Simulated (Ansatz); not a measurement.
# Bi₂Te₃: 209Bi nuclear quadrupole resonance

Cell: a Materials Project structure (computed, not necessarily an observed phase), its atoms then relaxed with PBE in this cell.

```
Bi Te
1.0
     2.20907    1.27540   10.75243
    -2.20907    1.27540   10.75243
     0.00000   -2.55081   10.75243
Bi Te
2 3
Direct
  0.60262 0.60262 0.60262
  0.39738 0.39738 0.39738
  0.78444 0.78444 0.78444
  0.00000 0.00000 0.00000
  0.21556 0.21556 0.21556
```

Atoms are numbered from 1 in the order listed; like atoms form one site, named after its first atom.

The numbers come from a DFT calculation in Ansatz (PBE, plane waves and PAW, scalar-relativistic, 420 eV cutoff, Γ-centred 9×9×9 k-points, Fermi–Dirac smearing 0.01 eV).

209Bi: I = 9/2, Q = -516.0 mb (year-2017 value). Static lattice, zero field.

Task: Predict the zero-field 209Bi lines of each site.

Result: For I = 9/2 and η = 0 the lines are |C_Q|/24 times 1, 2, 3 and 4; η shifts the lowest up most.

```
site  atoms  V_zz (10²¹ V/m²)  C_Q (MHz)     η  line frequencies (MHz)
  Bi   1, 2              2.03      -25.4  0.00  1.06, 2.11, 3.17, 4.23
```

An axis of threefold or higher order runs through Bi, so V_zz lies along it and η is zero.

Spin–orbit coupling is left out, which shifts gradients on Bi by a few per cent in wide-gap crystals, and can shift them far more where the calculated gap is small or absent, as here. Newer work puts Q(²⁰⁹Bi) near −420 mb, which would lower these couplings by about a fifth.
